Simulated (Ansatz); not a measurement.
## Property card for BeS

BeS:
```
CELL_PARAMETERS angstrom
      3.45175     0.00000     0.00000
     -1.72587     2.98930     0.00000
      0.00000     0.00000     7.81096
ATOMIC_POSITIONS crystal
  Be 0.00000 0.50000 0.33333
  Be 0.50000 0.50000 0.66667
  Be 0.50000 0.00000 0.00000
  S  0.00000 0.50000 0.83333
  S  0.50000 0.50000 0.16667
  S  0.50000 0.00000 0.50000
```

Space group P6_422 (No. 181); conventional cell a = 3.452 Å, b = 3.452 Å, c = 7.811 Å, α = 90.00°, β = 90.00°, γ = 120.00°.

Method: plane-wave PAW PBE (Ansatz code). The cell and atoms are relaxed at this level. Other levels are named where they apply.

**Cell and energy**

| Quantity | Value |
|---|---|
| Volume per atom | 13.43 Å³ |
| Density | 2.54 g/cm³ |
| Formation energy from the elements (no fitted shifts) | -748 meV/atom |

**Electronic structure**

| Quantity | Value |
|---|---|
| Band gap | 2.66 eV (indirect) |
| Valence-band maximum | on the K–Γ line, 94 % of the way from K |
| Conduction-band minimum | on the M–K line, 8 % of the way from M (6 equivalent valleys) |
| Smallest direct gap on the standard path | 3.89 eV |
| Electron effective mass | 0.28, 0.56, 0.61 mₑ (principal values) |

**Mechanics**

| Item | Value |
|---|---|
| Bulk modulus (Birch–Murnaghan fit) | 99.6 GPa |
| Pressure derivative B′ | 3.8 |

The start of the workflow was typed in or built on a structure type; neither database checked (COD, Materials Project) lists it. COD files the formula under space group No. 216. Its standing as an ambient phase is unchecked. The cell was relaxed with PBE under the symmetry of its start; its stability against distortions is not shown here. The references are the lowest solids computed at this level, not always the standard phases.

Potentials: the earlier of the program's two PAW sets.
